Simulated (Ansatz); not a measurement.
**Pressure against volume: BiRh**

```
CELL_PARAMETERS angstrom
4.09400 0.00000 0.00000
-2.04700 3.54551 0.00000
0.00000 0.00000 5.66300
ATOMIC_POSITIONS crystal
Bi 0.33333 0.66667 0.25000
Bi 0.66667 0.33333 0.75000
Rh 0.00000 0.00000 0.00000
Rh 0.00000 0.00000 0.50000
```

The geometry is COD entry 9008914, unchecked; take it as a test cell.

Spin–orbit coupling is left out, though it moves levels of the heavy atoms by tenths of an eV or more.

Levels of theory: DFT, LDA, all-electron LAPW, scalar-relativistic (Ansatz 0.2.0); DFT, LDA, PAW with Ansatz's default frozen-core files, scalar-relativistic (Ansatz 0.2.0).

For LAPW: a Γ-centred 12×12×7 k mesh, Fermi–Dirac smearing of 0.03 eV, basis error target 1 meV/atom, no spin polarisation. PAW takes a cutoff of 420 eV at this cell (files made with PBE, cores remade for this functional). The Ansatz runs share mesh, smearing and spin set-up. Plane-wave (PAW) pressures include the program's estimate of the Pulay term.

The cell above is scaled evenly, with fractional coordinates and shape held.

Q: Estimate the equilibrium volume and bulk modulus that LAPW (all electrons) gives for this fixed shape.

A: V0 = 20.14 Å³/atom, B0 = 143 GPa, B0′ = 5.2, from a third-order Birch–Murnaghan fit to these pressures:
```json
{"V/V(cell)": "0.9400", "V (Å³/atom)": "19.317", "P, LAPW (GPa)": "6.67", "P, PAW (GPa)": "6.64", "free energy over the lowest listed, PAW (meV/atom)": "16.3"}
{"V/V(cell)": "0.9800", "V (Å³/atom)": "20.139", "P, LAPW (GPa)": "0.04", "P, PAW (GPa)": "0.01", "free energy over the lowest listed, PAW (meV/atom)": "0.0"}
{"V/V(cell)": "1.0000", "V (Å³/atom)": "20.550", "P, LAPW (GPa)": "-2.70", "P, PAW (GPa)": "-2.73", "free energy over the lowest listed, PAW (meV/atom)": "3.6"}
{"V/V(cell)": "1.0100", "V (Å³/atom)": "20.756", "P, LAPW (GPa)": "-3.94", "P, PAW (GPa)": "-3.97", "free energy over the lowest listed, PAW (meV/atom)": "7.9"}
{"V/V(cell)": "1.0400", "V (Å³/atom)": "21.372", "P, LAPW (GPa)": "-7.23", "P, PAW (GPa)": "-7.25", "free energy over the lowest listed, PAW (meV/atom)": "29.7"}
```

PAW's V0 lies -0.02 % from the all-electron value and its B0 0.1 %. With shape and internal coordinates held, B0 is an upper bound to the relaxed modulus.
